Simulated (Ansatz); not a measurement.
PtSb2 (space group Pa-3)

```yaml
crystal:
  lattice:
    - [6.55329, 0.00000, 0.00000]
    - [0.00000, 6.55329, 0.00000]
    - [0.00000, 0.00000, 6.55329]
  atoms:
    - { symbol: Sb, position: [0.37490, 0.12510, 0.87490] }
    - { symbol: Sb, position: [0.62510, 0.87490, 0.12510] }
    - { symbol: Sb, position: [0.12510, 0.87490, 0.37490] }
    - { symbol: Sb, position: [0.87490, 0.12510, 0.62510] }
    - { symbol: Sb, position: [0.87490, 0.37490, 0.12510] }
    - { symbol: Sb, position: [0.12510, 0.62510, 0.87490] }
    - { symbol: Sb, position: [0.62510, 0.62510, 0.62510] }
    - { symbol: Sb, position: [0.37490, 0.37490, 0.37490] }
    - { symbol: Pt, position: [0.00000, 0.50000, 0.50000] }
    - { symbol: Pt, position: [0.50000, 0.50000, 0.00000] }
    - { symbol: Pt, position: [0.50000, 0.00000, 0.50000] }
    - { symbol: Pt, position: [0.00000, 0.00000, 0.00000] }
```

A phonon eigenvector at Γ is frozen into this cell: atom i moves by Q times the vector below, so Q is the largest atomic displacement, in Å. The cell is held. It is one choice among 3 degenerate patterns.

```json
[
 {"atom": "Sb1", "x": "-0.544", "y": "-0.525", "z": "-0.655"},
 {"atom": "Sb2", "x": "0.544", "y": "0.525", "z": "0.655"},
 {"atom": "Sb3", "x": "0.544", "y": "0.525", "z": "-0.655"},
 {"atom": "Sb4", "x": "-0.544", "y": "-0.525", "z": "0.655"},
 {"atom": "Sb5", "x": "0.544", "y": "-0.525", "z": "-0.655"},
 {"atom": "Sb6", "x": "-0.544", "y": "0.525", "z": "0.655"},
 {"atom": "Sb7", "x": "-0.544", "y": "0.525", "z": "-0.655"},
 {"atom": "Sb8", "x": "0.544", "y": "-0.525", "z": "0.655"}
]
```

Atoms not listed stay in place.

These are PBE (plane waves to 420 eV, PAW, scalar-relativistic; Ansatz, a quantum-chemistry and plane-wave program) values and carry that method's errors. k mesh 6×6×6 (Γ-centred), Fermi-Dirac smearing 0.05 eV. Energies are smeared free energies. With partly filled bands, energies and forces of such displacements shift with the k mesh and the smearing. At this level the bands of PtSb2 touch or barely overlap; measurements give the solid a gap. PtSb2 is run without spin polarisation. PtSb2 was relaxed with its symmetry unable to fall. Spin-orbit coupling is left out, though Pt and Sb are heavy. The zero of ΔE is the undisplaced structure.

```tsv
Q (Å)	ΔE (eV/cell)
-0.180	1.678
-0.120	0.750
-0.060	0.188
0.000	0.000
0.060	0.188
0.120	0.750
0.180	1.678
```

Q: Which DFPT wavenumber at Γ belongs to this mode?
A. 137 cm⁻¹
B. 108 cm⁻¹
C. 171 cm⁻¹
D. 71 cm⁻¹

A: C, 171 cm⁻¹. The curvature of the scan gives 171 cm⁻¹

(For displaced atoms, the force is minus the slope of the energy, and its curvature is a force constant, which sets phonon frequencies.)
